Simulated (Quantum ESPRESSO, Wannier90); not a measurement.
**Au (fcc (Cu type)), plane waves to Wannier functions**

```
CELL_PARAMETERS angstrom
      0.00000     2.08564     2.08564
      2.08564     0.00000     2.08564
      2.08564     2.08564     0.00000
ATOMIC_POSITIONS crystal
  Au 0.00000 0.00000 0.00000
```

Materials Project entry mp-81; symmetrised, unrelaxed at this level. This is the element's usual structure. Computed values, not measurements, from PBEsol: Quantum ESPRESSO (norm-conserving PseudoDojo potentials, cutoff 61 Ry, spinors with spin-orbit coupling) on a Γ-centred 10×10×10 mesh, then Wannier90. Density: 18×18×18 mesh, cold smearing 0.01 Ry.

Base run: 18 functions from bands 9-42 of the 42 computed, start hydrogen-like Au: s;p;d, centres 0.05 Å off the atoms, frozen window up to 1.50 eV relative to the Fermi level, outer window open. Its settings: num_cg_steps = 5, trial_step = 2 and dis_mix_ratio = 0.5 (the program's defaults), conv_tol = 1.0e-6 over 4 steps, num_iter = 1000, dis_conv_tol = 1.0e-6, dis_num_iter = 1000. One of them is changed at a time.

```json
[
 {"run": "base", "disentanglement steps": "61", "localisation steps": "489", "Ω_I (Å²)": "15.029", "Ω_total (Å²)": "18.684", "ended": "converged"},
 {"run": "conv_tol = 1.0e-10", "disentanglement steps": "61", "localisation steps": "1000", "Ω_I (Å²)": "15.029", "Ω_total (Å²)": "18.684", "ended": "step limit"},
 {"run": "conv_tol = 1.0e-4", "disentanglement steps": "61", "localisation steps": "225", "Ω_I (Å²)": "15.029", "Ω_total (Å²)": "18.690", "ended": "converged"},
 {"run": "dis_num_iter = 20", "disentanglement steps": "20", "localisation steps": "631", "Ω_I (Å²)": "15.096", "Ω_total (Å²)": "18.698", "ended": "step limit"}
]
```
